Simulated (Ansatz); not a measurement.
A geometry of SnO away from equilibrium: step 2 of the relaxation of a generated cell, SnO placed in the beta-GaS structure type. Calculation: PBEsol (plane waves to 420 eV, PAW, scalar-relativistic; Ansatz, a quantum-chemistry and plane-wave program). Γ-centred k-mesh 7×7×2 on the run's cell (coarser than for final values), Fermi–Dirac smearing 0.05 eV. The plane waves were selected for a different cell earlier on the path.

```yaml
crystal:
  lattice:
    - [3.98893, 0.00000, 0.00000]
    - [-1.99446, 3.45451, 0.00000]
    - [0.00000, 0.00000, 17.54931]
  atoms:
    - { symbol: Sn, position: [0.33333, 0.66667, 0.15995] }
    - { symbol: Sn, position: [0.66667, 0.33333, 0.65995] }
    - { symbol: Sn, position: [0.66667, 0.33333, 0.84005] }
    - { symbol: Sn, position: [0.33333, 0.66667, 0.34005] }
    - { symbol: O, position: [0.33333, 0.66667, 0.60856] }
    - { symbol: O, position: [0.66667, 0.33333, 0.10856] }
    - { symbol: O, position: [0.66667, 0.33333, 0.39144] }
    - { symbol: O, position: [0.33333, 0.66667, 0.89144] }
```

Give the Cartesian forces on all atoms (eV/Å).


```csv
atom,Fx,Fy,Fz
Sn1,0.00,0.00,-2.33
Sn2,0.00,0.00,-2.33
Sn3,0.00,0.00,2.33
Sn4,0.00,0.00,2.33
O5,0.00,0.00,1.75
O6,0.00,0.00,1.75
O7,0.00,0.00,-1.75
O8,0.00,0.00,-1.75
```

The path ends in P6₃/mmc (No. 194). No spin polarisation in the result.

The run could not lose the symmetry of its start, so the end can be a saddle point.

The end of the path is a generated cell of SnO: the first start was made by placing the elements on the sites of a structure type, and the end was not matched to a known phase here, so it may be hypothetical. Known forms of SnO include space group No. 129.
